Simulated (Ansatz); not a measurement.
A distorted cell of BN (wurtzite):

```
CELL_PARAMETERS angstrom
      5.08794     0.00000     0.00000
     -1.27198     2.20314     0.00000
      0.00000     0.00000     4.20774
ATOMIC_POSITIONS crystal
  B  0.31435 0.31435 0.00779
  B  0.85232 0.35232 0.99201
  B  0.14768 0.64768 0.49201
  B  0.68565 0.68565 0.50779
  N  0.34729 0.34729 0.62646
  N  0.81938 0.31938 0.62414
  N  0.18062 0.68062 0.12414
  N  0.65271 0.65271 0.12646
```

These are r2SCAN (plane waves to 500 eV, PAW, scalar-relativistic; Ansatz, an electronic-structure program) values and carry that method's errors. k mesh 15×15×8 (Γ-centred), Fermi-Dirac smearing 0.05 eV. Compression counts positive. BN was relaxed with its symmetry unable to fall.

Problem. Predict the force on every atom, in eV/Å.

Solution. 
| atom | Fx | Fy | Fz |
|---|---|---|---|
| B1 | 3.861 | 2.229 | -1.935 |
| B2 | -3.493 | -2.017 | 1.444 |
| B3 | 3.493 | 2.017 | 1.444 |
| B4 | -3.861 | -2.229 | -1.935 |
| N5 | -3.440 | -1.986 | -0.103 |
| N6 | 3.604 | 2.081 | 0.594 |
| N7 | -3.604 | -2.081 | 0.594 |
| N8 | 3.440 | 1.986 | -0.103 |

Problem. Give the stress tensor in GPa and the pressure.

Solution. 
```
    1.5     -5.3      0.0
   -5.3      7.6      0.0
    0.0      0.0      2.4
```
The pressure, a third of the trace, is 3.8 GPa.

(For displaced atoms, the force is minus the slope of the energy, and its curvature is a force constant, which sets phonon frequencies.)
